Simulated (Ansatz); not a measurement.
Space group P4/nmm:1 (No. 129). a = 3.934 Å, b = 3.934 Å, c = 13.864 Å, α = 90.00°, β = 90.00°, γ = 90.00°
```
atom site symmetry x y z
  Bi    2c       4mm  0.0000  0.5000  0.8680
  Bi    2c       4mm  0.5000  0.0000  0.5909
   S    2c       4mm  0.5000  0.0000  0.8957
   S    2c       4mm  0.0000  0.5000  0.6867
   O    2b      -4m2  0.0000  0.0000  0.5000
```

Equation of state of this Bi2S2O structure (not necessarily the ground state), with shape and atoms relaxed at each volume where symmetry leaves them free. The calculation used Ansatz, DFT PBEsol, scalar-relativistic, plane waves, PAW.

Cutoff 420 eV; k points 8×8×2 on the computed 10-atom cell (Γ-centred); Gaussian smearing, width 0.02 eV; no spin polarisation.

| V (Å³/atom) | E − E(largest V) (meV/atom) | P (GPa) | gap on mesh (eV) |
| --- | --- | --- | --- |
| 20.165 | 3.53 | 4.57 | 0.93 |
| 20.809 | -9.74 | 2.08 | 0.92 |
| 21.453 | -13.80 | -0.03 | 0.94 |
| 22.096 | -9.97 | -1.81 | 0.96 |
| 22.740 | 0.00 | -3.06 | 0.96 |

Fit a third-order Birch–Murnaghan equation to E(V).

V0 = 21.44 Å³/atom, B0 = 64 GPa, B0' = 5.6.

Spin-orbit coupling is left out, which matters for the bands of heavy elements.

Cost: 5 runs of about 3.6 core-minutes in all, on AMD EPYC 9R45 (Zen 5) (shared hosts).